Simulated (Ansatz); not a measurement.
Relaxed PbS (rock salt):

```
PbS
1.0
    0.00000     6.00891     6.00891
    3.00445     3.00445     6.00891
    3.00445     3.00445     0.00000
S Pb
2 2
Direct
  0.00000   0.00000   0.00000
  0.50000   0.00000   0.00000
  0.00000   0.50000   0.50000
  0.50000   0.50000   0.50000
```

A phonon eigenvector at X = (0.5, 0.5, 0.0) is frozen into this cell: atom i moves by Q times the vector below, so Q is the largest atomic displacement, in Å. The cell is held. (q is in reciprocal vectors of the primitive cell; the cell shown is doubled to hold the pattern.)

```
atom      x      y       z
----  -----  -----  ------
S1    0.000  0.000   0.670
S2    0.000  0.000  -0.670
Pb3   0.000  0.000  -1.000
Pb4   0.000  0.000   1.000
```

Method: PBE (plane waves to 420 eV, PAW, scalar-relativistic; Ansatz, a quantum-chemistry and plane-wave program). k mesh 10×10×10 (Γ-centred), Fermi-Dirac smearing 0.05 eV. Energies are smeared free energies. PbS was relaxed with its symmetry unable to fall. Spin-orbit coupling is left out, though Pb is heavy. The zero of ΔE is the undisplaced structure.

Successive frames, forces in eV/Å:

```tsv
frame	ΔE (meV/cell)	F on S1	F on S2	F on Pb3	F on Pb4
Q = -0.047 Å	4	(0.000, 0.000, 0.013)	(0.000, 0.000, -0.013)	(0.000, 0.000, -0.080)	(0.000, 0.000, 0.080)
Q = 0.000 Å	0	(0.000, 0.000, 0.000)	(0.000, 0.000, 0.000)	(0.000, 0.000, 0.000)	(0.000, 0.000, 0.000)
Q = 0.047 Å	4	(0.000, 0.000, -0.013)	(0.000, 0.000, 0.013)	(0.000, 0.000, 0.080)	(0.000, 0.000, -0.080)
```

Q: What are the energy and the forces in the next frame, Q = 0.093 Å?

A: ΔE (meV/cell) = 18.

```csv
atom,Fx,Fy,Fz
S1,0.000,0.000,-0.053
S2,0.000,0.000,0.053
Pb3,0.000,0.000,0.189
Pb4,0.000,0.000,-0.189
```

(For displaced atoms, the force is minus the slope of the energy, and its curvature is a force constant, which sets phonon frequencies.)
